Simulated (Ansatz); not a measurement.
TaSi₂:
Space group P6₄22 (No. 181); a = b = 4.7629 Å, c = 6.5541 Å, α = β = 90.00°, γ = 120.00°

```tsv
atom	site	symmetry	x	y	z
Ta	3c	222	0.5000	0.0000	0.0000
Si	6i	..2	0.1591	0.3182	0.0000
```

Relaxed at zero pressure with the program Ansatz at the PBEsol level (PAW).

Q: The volume is raised by 9 % and shape and atoms relax at that volume. What pressure results, and how do the axes share the change?

A: -14.0 GPa; a 3.3 %, b 3.3 %, c 2.2 %; the energy rises by 61 meV/atom.

Q: Give the new structure.

A: 
Space group P6₄22 (No. 181); a = 4.9188 Å, b = 4.9188 Å, c = 6.6981 Å, α = 90.00°, β = 90.00°, γ = 120.00°

```tsv
atom	site	symmetry	x	y	z
Ta	3c	222	0.5000	0.0000	0.0000
Si	6i	..2	0.1590	0.3180	0.0000
```

The phase is kept; no other phase was compared at this pressure.

Space group P6_422. The first step of the workflow began from a Materials Project structure, measured or hypothetical; the Crystallography Open Database files this formula in space group No. 181, but the cells were not matched. Whether it is the stable phase at ambient conditions was not checked. Symmetry was held in the PBEsol relaxation; of distortions, only those at the zone centre were tested. The run is not spin-polarised. Scalar-relativistic: spin–orbit coupling is off unless named, which matters more the heavier the elements.

Potentials: the earlier of the program's two PAW sets.
